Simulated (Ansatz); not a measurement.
## What DFT gives for CaSi$_{2}$Ni$_{2}$

```
Ni Si Ca
1.0
     0.00000    3.98585    0.00000
     3.98585    0.00000    0.00000
     1.99293    1.99293   -4.83461
Ni Si Ca
2 2 1
Direct
  0.25000 0.75000 0.50000
  0.75000 0.25000 0.50000
  0.37110 0.37110 0.25780
  0.62890 0.62890 0.74220
  0.00000 0.00000 0.00000
```

Method: LDA, no spin polarisation; PAW, plane waves to 420 eV, 9×9×9 Γ-centred mesh, fermi-dirac occupations (width 0.1 eV) (Ansatz 0.2.0), atoms fixed.

Formation energy: -0.71 eV an atom against the elements' usual phases (free molecules for gases, crystals otherwise, with no correction for O₂ or N₂), so it is bound against them; other compounds may still compete. Relaxing would lower it.
Stress: The pressure is -7.6 GPa (compression positive), so with the atoms held at these fractions the cell would first shrink. The principal stresses -7.9, -7.9, -6.8 GPa differ, so its shape would change too.
Charges: Bader charges in e: Ca +1.28, Si -0.08, Ni -0.56. In the mean Ca gives up most and Ni takes most.
Forces: The largest is on Si3 (and as large on other atoms): 0.47 eV/Å, components (0.00, 0.00, -0.47). It makes 60° with the line to a nearest neighbour, Ni1 at 2.31 Å.
Electronic structure: It is a metal, with about 3.1 states/eV a cell as the mean within 0.25 eV of the Fermi level, mostly Ni d (46 %) and Si p (35 %).

Origin: a database entry at a rescaled volume. Caveats: no spin polarisation, so a magnetic state may lie lower.
